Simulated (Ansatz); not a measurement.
BePd:
```xyz
2
Lattice="2.8291 0.0000 0.0000 0.0000 2.8291 0.0000 0.0000 0.0000 2.8272" Properties=species:S:1:pos:R:3 pbc="T T T"
Be     1.4146     1.4146     1.4136
Pd     0.0000     0.0000     0.0000
```

Relaxed with PBE. Special points in fractions of this cell's reciprocal vectors: Γ (0.000, 0.000, 0.000); X (0.000, 0.500, 0.000); M (0.500, 0.500, 0.000); Z (0.000, 0.000, 0.500); R (0.000, 0.500, 0.500); A (0.500, 0.500, 0.500).

**Question.** List the band energies nearest the Fermi level at these points for plane-wave PAW PBE (Ansatz code).

**Answer.** In eV from the Fermi level; about four levels below and three above (degenerate sets whole), none deeper than 8.9 eV; points with the same levels are listed once.

| k | below | above |
|---|---|---|
| Γ | -5.46 -5.46 -2.30 -2.29 -2.29 | 5.34 5.34 5.36 |
| X | -3.80 -3.79 -2.16 -0.03 | 10.05 10.06 11.36 |
| M | -3.27 -3.27 -1.79 -1.79 -1.28 | 5.41 5.86 8.70 |
| Z | -3.80 -3.80 -2.16 -0.02 | 10.05 10.05 11.36 |
| R | -3.28 -3.28 -1.79 -1.79 -1.28 | 5.42 5.86 8.69 |
| A | -6.25 -6.25 -6.25 -1.21 -1.21 | 4.62 5.61 5.61 5.61 |

Space group Pm-3m (CsCl type). A made-up cell: these elements were put on the sites of a structure type; the Crystallography Open Database files this formula in space group No. 221, but the cells were not matched. Whether it is the stable phase at ambient conditions was not checked. Symmetry was held in the PBE relaxation; whether a distortion lowers the energy is not shown. No spin polarisation was allowed. Point labels and valley counts follow the cell and symmetry of the run, lower than the named group. Scalar-relativistic: spin–orbit coupling is off unless named, which matters more the heavier the elements.

Potentials: the earlier of the program's two PAW sets.
